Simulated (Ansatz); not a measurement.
TiAl₃ (D022 type, space group I4/mmm)

```yaml
crystal:
  lattice:
    - [-1.92294, 1.92294, 4.30997]
    - [1.92294, -1.92294, 4.30997]
    - [1.92294, 1.92294, -4.30997]
  atoms:
    - { symbol: Al, position: [0.50000, 0.50000, 0.00000] }
    - { symbol: Al, position: [0.75000, 0.25000, 0.50000] }
    - { symbol: Al, position: [0.25000, 0.75000, 0.50000] }
    - { symbol: Ti, position: [0.00000, 0.00000, 0.00000] }
```

Scan: atom 4 (Ti, nearest neighbour Al at 2.719 Å; its periodic images, 3.8 Å or more away, move with it) is displaced along Cartesian x, direction (1.000, 0.000, 0.000) in Cartesian axes, by s. The other atoms stay.

The numbers are results of PBE (plane waves to 420 eV, PAW, scalar-relativistic; Ansatz, an electronic-structure program), not measurements. k mesh 14×14×14 (Γ-centred), Fermi-Dirac smearing 0.05 eV. Energies are smeared free energies. With partly filled bands, energies and forces of such displacements shift with the k mesh and the smearing. TiAl3 is run without spin polarisation. TiAl3 was relaxed with its symmetry unable to fall. The zero of ΔE is the undisplaced structure. The last digit holds for this mesh only.

```csv
s (Å),ΔE (meV/cell)
-0.270,355.2
-0.216,227.0
-0.162,127.5
-0.108,56.6
-0.054,14.1
0.000,0.0
0.054,14.1
0.108,56.6
0.162,127.5
0.216,227.0
0.270,355.2
```

### Question
What force constant k = d²E/ds² at s = 0 does the table give?

### Answer
9.7 eV/Å². It is the second difference of the nearest points, corrected with the next pair.

### Question
With k = 9.69 eV/Å² from the forces, is the well harmonic out to s = 0.270 Å?

### Answer
½ks² = 353 meV/cell against the computed 355 meV/cell, so the well is close to harmonic there.

(A displaced cell: forces are minus the slopes of the energy, force constants its curvatures, and phonons follow from these.)
